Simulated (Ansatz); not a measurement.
Input file of a DFT run on BaZn with Ansatz:

```yaml
crystal:
  lattice:
    - [3.9850361976, 0.0, 0.0]
    - [0.0, 3.9850361976, 0.0]
    - [0.0, 0.0, 4.0194969442]
  atoms:
    - { symbol: Ba, position: [0.0, 0.0, 0.0] }
    - { symbol: Zn, position: [0.5, 0.5, 0.5] }
basis:
  ecutwfc: 420
  ecutrho_ratio: 4
kpoints:
  mp_grid: { grid: [8, 8, 6] }
  band_path:
    path:
      - [[0.0, 0.0, 0.0], [0.0, 0.5, 0.0], [0.5, 0.5, 0.0], [0.0, 0.0, 0.0], [0.0, 0.0, 0.5], [0.0, 0.5, 0.5], [0.5, 0.5, 0.5], [0.0, 0.0, 0.5]]
      - [[0.0, 0.5, 0.0], [0.0, 0.5, 0.5]]
      - [[0.5, 0.5, 0.0], [0.5, 0.5, 0.5]]
    npoints: 14
hamiltonian:
  xc: pbesol
scf:
  occupations: { method: gaussian, width: 0.05 }
  n_extra_bands: 13
output:
  forces: true
  stress: true
  eigenvalues: true
  populations: true
  dos: { projected: true, de: 0.02, nscf_kmesh: { grid: [12, 12, 9] } }
  bader: false
```

This is a trial structure made by placing the elements on a prototype's sites, so it needn't be the stable form.

Output, machine lines left out:

```
scf.n_extra_bands = 13 over 11 filled bands (N_el = 22.0): the run solves 24 bands
Pseudopotentials: kind: paw
Pseudopotential: Ba, paw, valence charge 10, recommended cutoff 420 eV (normal), Ba.paw.azcp
Pseudopotential: Zn, paw, valence charge 12, recommended cutoff 420 eV (normal), Zn.paw.azcp
Crystal: 2 atoms, lattice volume = 63.832 Å³
Basis set: ecut = 420 eV, 1237 PW (Γ), exchange–correlation on 54×54×54 points (8 copies of the dense FFT grid, shifted against one another)
Bands: 24, of which v1, the nominal top of the filled ones, is band 11 counted from 1 (10 counted from 0)
Symmetry: 16 space group operations
Space group: P4/mmm (ITA 123), of the structure as read, at distance tolerance 4.0e-5 Å
k-points: 60 of 384
Initial density: superposition of atomic densities (neutral atoms: chi_scale 0, normalization atom), corrected by the library's trained network
Initial wavefunctions: pseudopotential atomic-orbital guess
Functional: x = pbesol(κ = 0.804, μ = 0.12346), c = pbesol(β = 0.046)
```

SCF trace (energy estimate counted from the last row):
```
iteration   ΔE (eV)  density residual (eV)
        1  -6.7e-04                1.64e-3
        2  -7.9e-04                2.82e-3
        3  -2.5e-04                8.25e-4
        4  -3.7e-05                1.21e-4
        5  -4.0e-05                6.47e-5
        6  -4.0e-06                1.52e-5
        7  -1.0e-06                2.31e-6
        8     0.000                3.37e-7
        9     0.000                5.64e-8
```

```
SCF 1 converged in 9 iterations: F = -9143.781711 eV  dr2 = 5.64e-8
NSCF: frozen V_eff on 129 k-points
NSCF: frozen V_eff on 140 k-points
SCF converged after 9 iterations
Free energy (F): -9143.781711 eV
E sigma→0 (E₀):  -9143.780148 eV
Entropy (-TS):   -0.003126 eV (-1.563 meV/atom)
Fermi energy:    8.287981 eV
--- Per-component energies (eV) ---
  E_band       = -31.904352
  E_kinetic    = 299.231982
  E_local      = -2193.916527  (includes V_loc(G=0)·N_el)
  E_nonlocal   = 670.313504
  E_hartree    = 903.688310
  E_xc         = -302.042608
  E_vxc        = -187.331605  (∫ρ·V_xc dr)
  E_paw        = -6928.067426  (= ΣΔE_a)
  E_vpaw       = -427.563954  (= ΣTr[D̂ρ^β])
  E_aug_tail   = -0.000352  (compensation charges beyond the density's cutoff)
  E_ewald      = -1593.934256
  E_core_change = 0.948788  (= ΣΔE_core)
  E_smearing   = -0.003126  (= −TS)
--- Forces (eV/Å), atoms counted from 1 ---
  atom   1  Ba     0.00000000     0.00000000     0.00000000
  atom   2  Zn     0.00000000     0.00000000     0.00000000
--- Stress (GPa, compression-positive) ---
        0.011663       0.000000       0.000000
        0.000000       0.011663       0.000000
        0.000000       0.000000      -0.002223
  P = ⅓ Tr σ = 0.0070 GPa (0.070 kbar)
--- Löwdin populations: 2 sites ---
  site symbol       q [e]
     0     Ba      9.2004
     1     Zn     11.6613
```

In short (PBEsol): pressure 0.0 GPa, gap on the mesh zero (metallic).

 Spin–orbit coupling, which matters for such heavy elements, is left out.
